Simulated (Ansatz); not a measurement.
One starting cell of La (a generated trial cell of La in the dhcp structure type) was relaxed twice with Ansatz (plane waves, PAW, scalar-relativistic): with r2SCAN at 500 eV and with PBE at 420 eV. The r2SCAN result:

```
CELL_PARAMETERS angstrom
      3.78465     0.00000     0.00000
     -1.89233     3.27761     0.00000
      0.00000     0.00000    12.02942
ATOMIC_POSITIONS crystal
  La 0.00000 0.00000 0.00000
  La 0.00000 0.00000 0.50000
  La 0.33333 0.66667 0.25000
  La 0.66667 0.33333 0.75000
```

```
quantity                                            r2SCAN      PBE
-------------------------------------------------  -------  -------
space group                                        P6₃/mmc  P6₃/mmc
volume (Å³/atom)                                     37.31    37.18
a (Å)                                                3.785    3.770
c (Å)                                               12.029   12.081
gap (eV, no spin-orbit coupling)                      0.00     0.00
pressure at 150 % of the level's own volume (GPa)     -5.9     -6.0
```

Both levels end in the same structure; PBE's volume is within 0.5 % of r2SCAN's. Neither column is exact.

No spin polarisation in the result.

The run could not lose the symmetry of its start; a randomly shaken copy of 4 atoms returns to this structure.

All atoms sit on sites fixed by symmetry, so only the cell could relax.

Ansatz is a program for electronic structure.
